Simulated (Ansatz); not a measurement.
SbAu: frozen-core PAW against all-electron methods

```
CELL_PARAMETERS angstrom
0.00000 3.11088 3.11088
3.11088 0.00000 3.11088
3.11088 3.11088 0.00000
ATOMIC_POSITIONS crystal
Au 0.00000 0.00000 0.00000
Sb 0.25000 0.25000 0.25000
```

Atoms are numbered in the order listed.

The structure comes from a relaxation in the same program, started in the zincblende type, and has space group F-43m. Whether it is a known phase or the ground state wasn't checked.

No spin–orbit coupling, which matters for the heavy atoms here.

Methods: DFT, PBE, PAW with Ansatz's default frozen-core files, scalar-relativistic (Ansatz 0.2.0); DFT, PBE, all-electron PAW with datasets made for the crystal, scalar-relativistic (Ansatz 0.2.0); DFT, PBE, all-electron LAPW, scalar-relativistic (Ansatz 0.2.0).

For PAW: a Γ-centred 10×10×10 k mesh, Fermi–Dirac smearing of 0.08 eV, cutoff 420 eV, no spin polarisation. The crystal-made all-electron datasets (AE datasets) take a cutoff of 260 eV at this cell. LAPW targets a basis error of 1 meV/atom. The Ansatz runs share mesh, smearing and spin set-up. Plane-wave (PAW) pressures include the program's estimate of the Pulay term.

Stress and pressure are positive in compression.

Levels count from the Fermi level.

| quantity | PAW | AE datasets | LAPW |
| --- | --- | --- | --- |
| pressure (GPa) | -0.03 | -0.02 | -0.02 |
| highest filled level at K (eV) | -0.284 | -0.284 | -0.284 |
| lowest empty level at K (eV) | 4.000 | 4.000 | 4.000 |
| highest filled level at Γ (eV) | -4.163 | -4.163 | -4.163 |
| lowest empty level at Γ (eV) | 2.180 | 2.184 | 2.184 |
